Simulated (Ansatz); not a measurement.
Here is the system:

SiGeC2:
```xyz
4
Lattice="3.1562 0.0000 0.0000 0.0000 3.1562 0.0000 0.0000 0.0000 4.4562" Properties=species:S:1:pos:R:3 pbc="T T T"
Si     0.0000     0.0000     0.0000
C      1.5781     0.0000     1.0529
Ge     1.5781     1.5781     2.2281
C      0.0000     1.5781     3.4033
```

This is the r²SCAN-relaxed structure. x, y and z are the axes in which the lattice vectors are written.

Task: All from plane-wave PAW r²SCAN (Ansatz code), unless another level is named. Estimate the Hill bulk and shear moduli.

Result: 209 and 180 GPa.

Task: Give the elastic constants (relaxed ions, GPa).

Result: C11 = 484, C12 = 21.0, C13 = 125, C33 = 372, C44 = 227, C66 = 128.

Task: Give the piezoelectric stress constants (proper, relaxed ions, C/m²).

Result: e15 = -0.10, e24 = 0.10, e31 = -0.08, e32 = 0.08.

Space group P-4m2. The start of the workflow was typed in or built on a structure type; neither database checked (COD, Materials Project) lists it. Its standing as an ambient phase is unchecked. Symmetry was held in the r²SCAN relaxation; whether a distortion lowers the energy is not shown.

Potentials: the earlier of the program's two PAW sets.
